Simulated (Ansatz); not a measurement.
LaSiI:
```yaml
crystal:
  lattice:
    - [4.23688, 0.00000, 0.00000]
    - [-2.11844, 3.66924, 0.00000]
    - [0.00000, 0.00000, 12.22246]
  atoms:
    - { symbol: La, position: [0.00000, 0.00000, 0.16859] }
    - { symbol: La, position: [0.00000, 0.00000, 0.83141] }
    - { symbol: Si, position: [0.33333, 0.66667, 0.00512] }
    - { symbol: Si, position: [0.66667, 0.33333, 0.99488] }
    - { symbol: I, position: [0.33333, 0.66667, 0.65228] }
    - { symbol: I, position: [0.66667, 0.33333, 0.34772] }
```

Relaxed with r²SCAN. Special points in fractions of this cell's reciprocal vectors: Γ (0.000, 0.000, 0.000); M (0.500, 0.000, 0.000); K (0.333, 0.333, 0.000); A (0.000, 0.000, 0.500); L (0.500, 0.000, 0.500); H (0.333, 0.333, 0.500).

### Question
List the band energies nearest the Fermi level at these points for the program Ansatz at the r²SCAN level (PAW).

### Answer
In eV from the Fermi level; about four levels below and three above (degenerate sets whole), none deeper than 8.9 eV; points with the same levels are listed once.

```csv
k,below,above
Γ,-1.26 -0.49 -0.23 -0.23,1.26 1.26 1.33
M,-2.98 -2.97 -2.23 -1.81 -1.51,1.41 1.65 1.89
K,-3.53 -3.53 -2.00 -2.00,0.90 0.90 1.52
A,-1.30 -0.29 -0.24 -0.24,1.25 1.25 1.34
L,-2.84 -2.22 -1.65 -1.50,1.43 1.60 1.90
H,-3.51 -3.51 -3.51 -2.01 -2.01,0.83 0.83 1.52
```

Space group P-3m1. The workflow started from a Materials Project entry (that database holds measured and hypothetical structures alike); the Crystallography Open Database copy checked does not list it. Its standing as an ambient phase is unchecked. The cell was relaxed with r²SCAN under the symmetry of its start; its stability against distortions is not shown here. A crystal of weakly bound layers computed without a dispersion correction: the cell and the soft elastic constants depend strongly on that. Spin–orbit coupling is left out wherever it is not named.

Potentials: the later of the program's two PAW sets.
